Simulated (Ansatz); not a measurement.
## WBr₂Cl₂: stable or not

It was reached by relaxing an invented guess, and it needn't be the stable form of this composition.

Computed with DFT PBE+D3(BJ), scalar-relativistic, plane waves, PAW in Ansatz 0.2.0. Cutoff 420 eV, Γ-centred 8×8×8 mesh (5-atom cell), Gaussian smearing of 0.10 eV, no spin polarisation.

```
CELL_PARAMETERS angstrom
2.38673 -7.54010 0.00000
2.38673 7.54010 0.00000
0.00000 0.00000 4.69833
ATOMIC_POSITIONS crystal
W 0.00000 0.00000 0.00000
Br 0.16407 0.83593 0.00000
Br 0.83593 0.16407 0.00000
Cl 0.00000 0.00000 0.50000
Cl 0.50000 0.50000 0.00000
```

Energies over the elements count from the elements' standard structures at the same level (Cl₂ as a molecule), with no fitted energy shifts. The references include crystalline Br.

Question: These tests were run: energy against the elements; phonons at Γ. What do they show?

Answer:

```csv
test,result
energy against the elements,−0.37 eV/atom
phonons at Γ,imaginary modes down to 32i cm⁻¹
```

It fails one test: phonons at Γ. So it isn't even a local minimum.

Spin–orbit coupling, which can matter for W, is left out. The run for the phonons used an 8×8×8 k mesh and Fermi–Dirac smearing of 0.15 eV.
